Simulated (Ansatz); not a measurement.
## In (diamond): energy against volume

Computed with Ansatz 0.2.0, DFT, BLYP, plane waves (420 eV) with PAW, scalar-relativistic. The PAW files were generated under PBE, with cores re-solved for the functional.

The cell is scaled uniformly from the relaxed one, with fractional coordinates and shape fixed. Energies are extrapolated to zero smearing, pressures are those at the given smearing. Magnetic state: spin not included.

A Birch-Murnaghan fit gives V₀ = 42.41 Å³/atom, B₀ = 13.1 GPa, B₀′ = 4.3.

(1) What are the energy above the minimum and the pressure at 37.650 Å³/atom?

(2) What are the energy above the minimum and the pressure at 41.073 Å³/atom?

(3) What are the energy above the minimum and the pressure at 47.918 Å³/atom?

Results:

(1) 27.1 meV/atom and 2.26 GPa as computed.

(2) 2.1 meV/atom and 0.49 GPa as computed.

(3) 23.7 meV/atom and -1.18 GPa as computed.
